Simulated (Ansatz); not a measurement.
ScTaN₂:
```xyz
8
Lattice="3.0579 0.0000 0.0000 -1.5289 2.6482 0.0000 0.0000 0.0000 10.5901" Properties=species:S:1:pos:R:3 pbc="T T T"
Sc     0.0000     0.0000     5.2950
Sc     0.0000     0.0000     0.0000
Ta     1.5289     0.8827     7.9426
Ta     0.0000     1.7655     2.6475
N      1.5289     0.8827     1.3142
N      0.0000     1.7655     9.2759
N      0.0000     1.7655     6.6092
N      1.5289     0.8827     3.9809
```

Relaxed with r²SCAN.

Task: Map the electron localisation function on the plane through (0.000, 0.000, 0.500) spanned by u = [0, 0, 1] and v = [1, -1, 0] in lattice vectors, from r²SCAN in the plane-wave PAW code Ansatz.

Result: x is the fraction of u, y of v (the angle between them is 90°; rows are the nearest grid lines); atoms in the plane: Sc at (0.00, 0.00), Sc at (0.50, 0.00), Ta at (0.25, 0.67), Ta at (0.75, 0.33), N at (0.62, 0.67), N at (0.38, 0.33), N at (0.12, 0.33), N at (0.88, 0.67).
```
| -%*  .:+#%#+:.  *%--%*  .:+#%#+:.  *%- |
|.+%*  .:+#%#+:.  *%++%+  .:+#%#+:.  +%+.|
|#%%-  ..-=+=-..  -%%%%- .::=***=::. -%%#|
|%%*.  ...:-:...  .*%%+..-=--=+=--=-..+%%|
|.   ..  -#%#-  ..    :*%@@#+:::+#@@%*: .|
|    .. :#%%%#: ..   :*@@@@@*:.:*@@@@@*: |
|:  ....+%#+#%+....  *@@%+#@#-.-#@#+%@@*:|
|-. ...:#%- -%#:... .%@@= =@%-.-%@= =@@%-|
|=. ...:%%- -%%:... .%@@= -%%-.-%%- =@@%=|
|-...:.:*%*-*%*:.:...#@@#-#@#-.-#@#-#@@#-|
|. .:--.-#%%%#-.--:. +@@@%@@*: :*@@%@@@+.|
|. :+**-.=#%#=.-**+: -#@@@@#-...-#@@@@#-.|
|.-#@@@@#-...-#@@@@#- :+**-.=#%#=.-**+: .|
|.+@@@%@@*: :*@@%@@@+ .:--.-#%%%#-.--:. .|
|-#@@#-#@#-.-#@#-#@@#...:.:*%*-*%*:.:...-|
|=%@@= -%%-.-%%- =@@%. ...:%%- -%%:... .=|
|-%@@= =@%-.-%@= =@@%. ...:#%- -%#:... .-|
|:*@@%+#@#-.-#@#+%@@*  ....+%#+#%+....  :|
| :*@@@@@*:.:*@@@@@*:   .. :#%%%#: ..    |
|. :*%@@#+:::+#@@%*:    ..  -#%#-  ..   .|
|%%+..-=--=+=--=-..+%%*.  ...:-:...  .*%%|
|#%%- .::=***=::. -%%%%-  ..-=+=-..  -%%#|
|.+%+  .:+#%#+:.  +%++%*  .:+#%#+:.  *%+.|
| -%*  .:+#%#+:.  *%--%*  .:+#%#+:.  *%- |
```
Scale: ten equal steps from 0.022 (start of ' ') to 0.846 (end of '@'), in the order ' .:-=+*#%@'; x runs from 0.000 to 1.00, y from 0.000 (bottom) to 1.00 (top).

The density is the valence pseudo-density with augmentation charge, so density and ELF within about 1 Å of a nucleus are not all-electron values.

Space group P6_3/mmc. The first step of the workflow began from a Materials Project structure, measured or hypothetical; the Crystallography Open Database copy checked does not list it. Whether it is the stable phase at ambient conditions was not checked. The r²SCAN relaxation kept the symmetry of its start; its stability against distortions is not shown here. The run is not spin-polarised. Spin–orbit coupling is left out wherever it is not named.

Potentials: the later of the program's two PAW sets.
